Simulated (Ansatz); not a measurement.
Orbital-resolved density of states of MnHg

```xyz
2
Lattice="3.2880 0.0000 0.0000 0.0000 3.2880 0.0000 0.0000 0.0000 3.3130" Properties=species:S:1:pos:R:3 pbc="T T T"
Mn    1.6440    1.6440    1.6565
Hg    0.0000    0.0000    0.0000
```

Atom numbers follow the list: Mn1, Hg2.

The cell is COD entry 1522568, as deposited and not checked against the literature; nothing was relaxed.

Other magnetic orders may lie lower; this is the state that the run reached.

Spin–orbit coupling is left out, though it moves levels of the heavy atoms by tenths of an eV or more.

Level of theory: DFT, PBE, all-electron LAPW, scalar-relativistic in Ansatz 0.2.0.

Numerical set-up: a Γ-centred 10×10×10 k mesh, Fermi–Dirac smearing of 0.05 eV, basis error target 0.5 meV/atom, spin-polarised from start moments Mn1 4 μB, ending with a cell moment of 3.86 μB.

States per eV for one atom of each kind, in 0.4 eV bins named by their centres, from the Fermi level, projected on a minimal set of Löwdin-orthogonalised atomic shells; orbitals are real harmonics on the Cartesian axes, equal curves share a column, and empty bins are left out, as is all above 4.6 eV, near the top of the computed bands.

Mn1 3d:

```
# E all all_up all_dn dz2_up dz2_dn dxz_up=dyz_up dxz_dn=dyz_dn dx2-y2_up dx2-y2_dn dxy_up dxy_dn
-8.3 0.08 0.06 0.03 0.02 0.01 0.01 0.00 0.02 0.01 0.01 0.00
-7.9 0.15 0.10 0.05 0.02 0.01 0.02 0.01 0.02 0.01 0.02 0.01
-7.5 0.19 0.13 0.06 0.01 0.00 0.04 0.02 0.01 0.00 0.04 0.02
-7.1 0.08 0.05 0.03 0.00 0.00 0.02 0.01 0.00 0.00 0.02 0.01
-6.7 0.02 0.02 0.01 0.00 0.00 0.00 0.00 0.00 0.00 0.00 0.00
-6.3 0.02 0.02 0.01 0.00 0.00 0.00 0.00 0.00 0.00 0.00 0.00
-5.9 0.04 0.03 0.01 0.00 0.00 0.01 0.00 0.00 0.00 0.01 0.00
-5.5 0.06 0.05 0.01 0.00 0.00 0.02 0.00 0.00 0.00 0.01 0.00
-5.1 0.12 0.10 0.02 0.00 0.00 0.03 0.01 0.00 0.00 0.03 0.01
-4.7 0.18 0.15 0.03 0.00 0.00 0.05 0.01 0.00 0.00 0.05 0.01
-4.3 0.15 0.12 0.04 0.01 0.00 0.03 0.01 0.01 0.00 0.03 0.01
-3.9 0.14 0.10 0.04 0.03 0.00 0.02 0.01 0.03 0.00 0.02 0.01
-3.5 0.65 0.61 0.04 0.08 0.00 0.15 0.01 0.08 0.00 0.15 0.01
-3.1 2.35 2.32 0.03 0.70 0.01 0.30 0.01 0.71 0.01 0.30 0.01
-2.7 3.00 2.97 0.04 0.73 0.01 0.52 0.01 0.72 0.01 0.48 0.01
-2.3 3.31 3.25 0.05 0.44 0.01 0.79 0.01 0.41 0.01 0.82 0.01
-1.9 1.32 1.22 0.11 0.21 0.02 0.26 0.02 0.24 0.02 0.26 0.02
-1.5 0.56 0.24 0.31 0.05 0.02 0.05 0.09 0.04 0.02 0.05 0.09
-1.1 0.58 0.26 0.31 0.07 0.03 0.04 0.09 0.08 0.03 0.04 0.08
-0.7 0.51 0.17 0.34 0.04 0.04 0.03 0.08 0.04 0.04 0.03 0.08
-0.3 0.61 0.12 0.49 0.02 0.08 0.02 0.11 0.02 0.09 0.02 0.11
0.1 1.26 0.08 1.17 0.01 0.44 0.02 0.10 0.02 0.45 0.02 0.09
0.5 1.78 0.05 1.73 0.01 0.44 0.01 0.29 0.01 0.45 0.01 0.27
0.9 1.74 0.04 1.70 0.01 0.24 0.01 0.41 0.01 0.22 0.01 0.43
1.3 2.73 0.04 2.70 0.00 0.26 0.01 0.72 0.00 0.25 0.01 0.73
1.7 0.55 0.04 0.51 0.00 0.14 0.01 0.08 0.00 0.14 0.01 0.08
2.1 1.01 0.03 0.98 0.00 0.40 0.01 0.06 0.00 0.39 0.01 0.06
2.5 0.45 0.03 0.43 0.00 0.15 0.01 0.04 0.00 0.16 0.01 0.04
2.9 0.21 0.02 0.19 0.00 0.05 0.01 0.03 0.00 0.05 0.01 0.03
3.3 0.18 0.01 0.17 0.00 0.02 0.00 0.04 0.00 0.02 0.00 0.04
3.7 0.17 0.01 0.16 0.00 0.01 0.00 0.05 0.00 0.01 0.00 0.04
4.1 0.14 0.01 0.13 0.00 0.01 0.00 0.04 0.00 0.01 0.00 0.04
```

Hg2 5d:

```
# E all all_up all_dn dz2_up dz2_dn dxz_up=dyz_up dxz_dn=dyz_dn dx2-y2_up dx2-y2_dn dxy_up dxy_dn
-9.1 0.01 0.01 0.00 0.00 0.00 0.00 0.00 0.00 0.00 0.00 0.00
-8.7 0.09 0.06 0.03 0.01 0.01 0.01 0.00 0.02 0.01 0.01 0.00
-8.3 3.33 1.77 1.56 0.29 0.33 0.38 0.28 0.33 0.38 0.39 0.29
-7.9 6.39 3.08 3.30 0.73 0.75 0.56 0.62 0.69 0.71 0.54 0.61
-7.5 7.81 3.93 3.87 0.52 0.49 0.98 0.98 0.51 0.47 0.95 0.95
-7.1 4.51 2.10 2.41 0.42 0.44 0.41 0.51 0.41 0.43 0.45 0.53
-6.7 1.35 0.69 0.67 0.30 0.30 0.02 0.02 0.31 0.30 0.03 0.02
-6.3 0.15 0.08 0.07 0.02 0.02 0.01 0.01 0.02 0.02 0.01 0.01
-5.9 0.13 0.07 0.06 0.03 0.02 0.01 0.01 0.03 0.02 0.01 0.01
-5.5 0.14 0.08 0.06 0.03 0.03 0.00 0.00 0.03 0.03 0.00 0.00
-5.1 0.16 0.09 0.07 0.04 0.03 0.00 0.00 0.04 0.03 0.00 0.00
-4.7 0.10 0.06 0.04 0.03 0.02 0.00 0.00 0.03 0.02 0.00 0.00
-4.3 0.05 0.02 0.02 0.01 0.01 0.00 0.00 0.01 0.01 0.00 0.00
-3.9 0.03 0.01 0.02 0.00 0.01 0.00 0.00 0.00 0.01 0.00 0.00
-3.5 0.04 0.03 0.01 0.01 0.00 0.00 0.00 0.01 0.00 0.00 0.00
-3.1 0.11 0.10 0.01 0.04 0.00 0.01 0.00 0.04 0.00 0.01 0.00
-2.7 0.08 0.07 0.01 0.02 0.00 0.01 0.00 0.02 0.00 0.01 0.00
-2.3 0.10 0.09 0.01 0.00 0.00 0.03 0.00 0.00 0.00 0.03 0.00
-1.9 0.06 0.04 0.02 0.00 0.00 0.01 0.00 0.00 0.00 0.01 0.00
-1.5 0.03 0.01 0.02 0.00 0.01 0.00 0.00 0.00 0.01 0.00 0.00
-1.1 0.03 0.01 0.02 0.00 0.01 0.00 0.00 0.00 0.01 0.00 0.00
-0.7 0.03 0.01 0.01 0.00 0.01 0.00 0.00 0.00 0.01 0.00 0.00
-0.3 0.02 0.01 0.01 0.00 0.01 0.00 0.00 0.00 0.01 0.00 0.00
0.1 0.03 0.01 0.02 0.00 0.01 0.00 0.00 0.00 0.01 0.00 0.00
0.5 0.02 0.01 0.02 0.00 0.00 0.00 0.01 0.00 0.00 0.00 0.01
0.9 0.03 0.00 0.03 0.00 0.00 0.00 0.01 0.00 0.00 0.00 0.01
1.3 0.06 0.00 0.05 0.00 0.00 0.00 0.02 0.00 0.00 0.00 0.02
1.7 0.01 0.00 0.01 0.00 0.00 0.00 0.00 0.00 0.00 0.00 0.00
2.1 0.01 0.00 0.01 0.00 0.00 0.00 0.00 0.00 0.00 0.00 0.00
2.5 0.01 0.00 0.00 0.00 0.00 0.00 0.00 0.00 0.00 0.00 0.00
2.9 0.01 0.00 0.00 0.00 0.00 0.00 0.00 0.00 0.00 0.00 0.00
3.3 0.01 0.00 0.00 0.00 0.00 0.00 0.00 0.00 0.00 0.00 0.00
3.7 0.01 0.01 0.00 0.00 0.00 0.00 0.00 0.00 0.00 0.00 0.00
4.1 0.01 0.00 0.00 0.00 0.00 0.00 0.00 0.00 0.00 0.00 0.00
```

Mn1 4s:

```
# E all all_up all_dn
-9.5 0.03 0.02 0.01
-9.1 0.07 0.04 0.03
-8.7 0.12 0.07 0.05
-8.3 0.31 0.19 0.13
-7.9 0.16 0.06 0.10
-7.5 0.04 0.02 0.02
-7.1 0.06 0.03 0.03
-6.7 0.07 0.04 0.03
-6.3 0.09 0.05 0.04
-5.9 0.10 0.05 0.04
-5.5 0.09 0.05 0.04
-5.1 0.06 0.03 0.03
-4.7 0.04 0.02 0.02
-4.3 0.05 0.03 0.02
-3.9 0.09 0.06 0.03
-3.5 0.16 0.11 0.05
-3.1 0.18 0.11 0.07
-2.7 0.11 0.03 0.08
-2.3 0.12 0.02 0.10
-1.9 0.15 0.02 0.13
-1.5 0.17 0.05 0.12
-1.1 0.17 0.10 0.07
-0.7 0.13 0.09 0.05
-0.3 0.10 0.08 0.02
0.1 0.07 0.07 0.01
0.5 0.08 0.06 0.02
0.9 0.09 0.05 0.03
1.3 0.08 0.05 0.03
1.7 0.08 0.06 0.02
2.1 0.16 0.07 0.09
2.5 0.15 0.07 0.07
2.9 0.12 0.06 0.07
3.3 0.12 0.07 0.05
3.7 0.15 0.09 0.06
4.1 0.15 0.08 0.06
```

Hg2 6s:

```
# E all all_up all_dn
-9.5 0.03 0.02 0.01
-9.1 0.09 0.05 0.04
-8.7 0.16 0.08 0.08
-8.3 0.43 0.22 0.21
-7.9 0.22 0.09 0.12
-7.5 0.15 0.08 0.07
-7.1 0.14 0.07 0.07
-6.7 0.14 0.07 0.07
-6.3 0.16 0.08 0.08
-5.9 0.21 0.11 0.11
-5.5 0.29 0.15 0.14
-5.1 0.39 0.20 0.19
-4.7 0.32 0.15 0.17
-4.3 0.19 0.05 0.14
-3.9 0.12 0.02 0.11
-3.5 0.09 0.03 0.06
-3.1 0.06 0.02 0.04
-2.7 0.05 0.02 0.03
-2.3 0.05 0.02 0.02
-1.9 0.06 0.03 0.03
-1.5 0.06 0.03 0.03
-1.1 0.07 0.05 0.02
-0.7 0.07 0.05 0.02
-0.3 0.07 0.06 0.01
0.1 0.08 0.07 0.01
0.5 0.07 0.06 0.01
0.9 0.05 0.04 0.01
1.3 0.08 0.06 0.03
1.7 0.09 0.07 0.02
2.1 0.13 0.07 0.06
2.5 0.11 0.07 0.04
2.9 0.11 0.06 0.05
3.3 0.12 0.05 0.07
3.7 0.12 0.03 0.08
4.1 0.10 0.02 0.08
```
